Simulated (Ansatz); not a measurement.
SrPb3:
```yaml
crystal:
  lattice:
    - [4.87804, 0.00000, 0.00000]
    - [0.00000, 4.87804, 0.00000]
    - [0.00000, 0.00000, 4.87804]
  atoms:
    - { symbol: Sr, position: [0.00000, 0.00000, 0.00000] }
    - { symbol: Pb, position: [0.50000, 0.50000, 0.00000] }
    - { symbol: Pb, position: [0.00000, 0.50000, 0.50000] }
    - { symbol: Pb, position: [0.50000, 0.00000, 0.50000] }
```

Relaxed with LDA. Special points in fractions of this cell's reciprocal vectors: Γ (0.000, 0.000, 0.000); X (0.000, 0.500, 0.000); M (0.500, 0.500, 0.000); R (0.500, 0.500, 0.500).

**Question.** List the band energies nearest the Fermi level at these points for LDA (plane waves, PAW; program Ansatz).

**Answer.** In eV from the Fermi level; about four levels below and three above (degenerate sets whole), none deeper than 8.9 eV; points with the same levels are listed once.

| k | below | above |
|---|---|---|
| Γ | -6.85 -6.85 -2.49 -2.49 -2.49 | 1.97 1.97 1.97 |
| X | -2.01 -2.01 -0.99 -0.36 | 0.28 0.28 1.05 |
| M | -3.90 -1.07 -0.64 -0.64 | 0.45 0.52 0.52 |
| R | -4.40 -2.90 -2.90 -2.90 | 2.12 4.38 4.38 |

Space group Pm-3m (Cu3Au type). The workflow started from an entry of the Crystallography Open Database (COD); the relaxed space group is not among those it files for this formula. COD files the formula under space group No. 123, so this cell is another polymorph or a model. Whether it is the stable phase at ambient conditions was not checked. Symmetry was held in the LDA relaxation; of distortions, only those at the zone centre were tested. Spin–orbit coupling is left out wherever it is not named.

Potentials: the later of the program's two PAW sets.
